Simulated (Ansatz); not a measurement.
**Ge — quadrupolar parameters**

The cell is an entry of the Crystallography Open Database (COD), taken as it stands.

```cif
data_Ge
_symmetry_space_group_name_H-M 'P4_32_12'
_symmetry_Int_Tables_number 96
_cell_length_a 5.9300
_cell_length_b 5.9300
_cell_length_c 6.9800
_cell_angle_alpha 90.000
_cell_angle_beta 90.000
_cell_angle_gamma 90.000
loop_
_atom_site_label
_atom_site_type_symbol
_atom_site_symmetry_multiplicity
_atom_site_Wyckoff_symbol
_atom_site_fract_x
_atom_site_fract_y
_atom_site_fract_z
Ge1 Ge 4 a 0.0912 0.0912 0.0000
Ge5 Ge 8 b 0.1730 0.3784 0.2486
```

One atom of each set is listed.

Method: Kohn–Sham DFT in Ansatz, PBE, plane waves and PAW (field gradients read without the response of the frozen cores, which leaves them typically 4 to 6 % off), scalar-relativistic, 420 eV cutoff, Γ-centred 6×6×5 k-points, Fermi–Dirac smearing 0.05 eV.

C_Q = eQV_zz/h, which is 24.18 MHz for Q = 1 b and V_zz = 10²¹ V/m²; η = (V_xx − V_yy)/V_zz.

⁷³Ge: I = 9/2, Q = -196.0 mb. Quadrupole moments are those of Pyykkö's year-2017 table.

```json
{"site": "Ge1", "atoms": "4", "first shell": "4 Ge at 2.48–2.49 Å", "V_zz (10²¹ V/m²)": "5.32", "η": "0.64", "C_Q (MHz)": "-25.2"}
{"site": "Ge5", "atoms": "8", "first shell": "4 Ge at 2.48–2.49 Å", "V_zz (10²¹ V/m²)": "4.27", "η": "0.88", "C_Q (MHz)": "-20.3"}
```

The values hang on the deposited positions: relaxing the atoms moves V_zz on Ge1 from 5.32 to 4.31, on Ge5 from 4.27 to 5.65.
